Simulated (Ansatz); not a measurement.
Data:

Nb$_{2}$CS:
```xyz
8
Lattice="3.3245 0.0000 0.0000 -1.6622 2.8791 0.0000 0.0000 0.0000 11.5400" Properties=species:S:1:pos:R:3 pbc="T T T"
Nb     1.6622     0.9597    10.4526
Nb     0.0000     1.9194     1.0874
Nb     0.0000     1.9194     4.6826
Nb     1.6622     0.9597     6.8574
C      0.0000     0.0000     0.0000
C      0.0000     0.0000     5.7700
S      0.0000     1.9194     8.6550
S      1.6622     0.9597     2.8850
```

This is the r²SCAN-relaxed structure.

Problem. All from the program Ansatz at the r²SCAN level (PAW), unless another level is named. Give the Hill bulk and shear moduli.

Solution. 197 and 100.0 GPa.

Problem. And the highest zone-centre frequency?

Solution. 642 cm^-1.

Space group P6_3/mmc. The first step of the workflow began from a Materials Project structure, measured or hypothetical; the Crystallography Open Database copy checked does not list it. Whether it is the stable phase at ambient conditions was not checked. Symmetry was held in the r²SCAN relaxation; whether a distortion lowers the energy is not shown. The run is not spin-polarised. As this level gives no gap, shear constants depend on the k-mesh and smearing (Fermi–Dirac, 0.1 eV here). As this level gives no gap, phonon frequencies hold no LO–TO term and depend on the k-mesh and smearing (Fermi–Dirac, 0.1 eV here).

Potentials: the later of the program's two PAW sets.
